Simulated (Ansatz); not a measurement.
Relaxed-ion elastic tensor of Nb (fcc (Cu type), space group No. 225) in GPa (Voigt order), the program Ansatz at the LDA level (PAW); density 8.70 g/cm³, 17.73 Å³ per atom.

```json
[
 {"": "1", "1": "-28.5", "2": "288", "3": "288", "4": "0.0", "5": "0.0", "6": "0.0"},
 {"": "2", "1": "288", "2": "-28.5", "3": "288", "4": "0.0", "5": "0.0", "6": "0.0"},
 {"": "3", "1": "288", "2": "288", "3": "-28.5", "4": "0.0", "5": "0.0", "6": "0.0"},
 {"": "4", "1": "0.0", "2": "0.0", "3": "0.0", "4": "-78.7", "5": "0.0", "6": "0.0"},
 {"": "5", "1": "0.0", "2": "0.0", "3": "0.0", "4": "0.0", "5": "-78.7", "6": "0.0"},
 {"": "6", "1": "0.0", "2": "0.0", "3": "0.0", "4": "0.0", "5": "0.0", "6": "-78.7"}
]
```

Task: Is the crystal mechanically stable?

Result: No: the smallest eigenvalue of C is -316 GPa.

Space group Fm-3m (fcc (Cu type)). The workflow started from an entry of the Crystallography Open Database (COD), which files this formula under 2 space groups. It is not the phase usual at ambient conditions (space group No. 229). The LDA relaxation kept the symmetry of its start. At this level the phase is mechanically unstable. No spin polarisation was allowed. As this level gives no gap, shear constants depend on the k-mesh and smearing (Fermi–Dirac, 0.1 eV here).

Potentials: the later of the program's two PAW sets.
